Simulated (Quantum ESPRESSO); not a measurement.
pw.x input (Quantum ESPRESSO 7.5; LDA, PseudoDojo standard norm-conserving files, scalar-relativistic):

```
&CONTROL
  calculation = 'scf'
  pseudo_dir = './pseudo'
  outdir = './out'
  tprnfor = .true.
  tstress = .true.
/
&SYSTEM
  ibrav = 0
  nat = 5
  ntyp = 3
  ecutwfc = 84.0
  ecutrho = 336.0
  occupations = 'smearing'
  smearing = 'fd'
  degauss = 0.002
  nbnd = 24
/
&ELECTRONS
  conv_thr = 5e-10
/
ATOMIC_SPECIES
O 15.9990 O.upf
Ti 47.8670 Ti.upf
Ba 137.3270 Ba.upf
CELL_PARAMETERS angstrom
  3.990380000000   0.000000000000   0.000000000000
  0.000000000000   3.990380000000   0.000000000000
  0.000000000000   0.000000000000   4.102660000000
ATOMIC_POSITIONS crystal
O   0.000000000000   0.500000000000   0.064220000000
O   0.500000000000   0.000000000000   0.064220000000
O   0.000000000000   0.000000000000   0.548970000000
Ti   0.000000000000   0.000000000000   0.100040000000
Ba   0.500000000000   0.500000000000   0.582540000000
K_POINTS automatic
8 8 6 0 0 0
```

End of the output:

```

[...]
     the Fermi energy is    10.8090 ev
!    total energy              =    -274.61498526 Ry
     estimated scf accuracy    <          9.6E-12 Ry
     smearing contrib. (-TS)   =      -0.00000000 Ry
     internal energy E=F+TS    =    -274.61498526 Ry
     The total energy is F=E-TS. E is the sum of the following terms:
     one-electron contribution =     -74.17731578 Ry
     hartree contribution      =      60.20399763 Ry
     xc contribution           =     -55.23159713 Ry
     ewald contribution        =    -205.41006997 Ry
     convergence has been achieved in  16 iterations
     Forces acting on atoms (cartesian axes, Ry/au):
     atom    1 type  1   force =     0.00000000    0.00000000   -0.00078965
     atom    2 type  1   force =     0.00000000    0.00000000   -0.00078965
     atom    3 type  1   force =     0.00000000    0.00000000   -0.01007115
     atom    4 type  2   force =     0.00000000    0.00000000    0.00879903
     atom    5 type  3   force =     0.00000000    0.00000000    0.00285141
     Total force =     0.013720     Total SCF correction =     0.000001
     Computing stress (Cartesian axis) and pressure
          total   stress  (Ry/bohr**3)                   (kbar)     P=      -96.47
  -0.00066324   0.00000000   0.00000000          -97.57        0.00        0.00
   0.00000000  -0.00066324   0.00000000            0.00      -97.57        0.00
   0.00000000   0.00000000  -0.00064098            0.00        0.00      -94.29
```
In a gapped system the printed Fermi energy is only some level inside the gap.

Geometry of the Materials Project entry, not relaxed at this level.
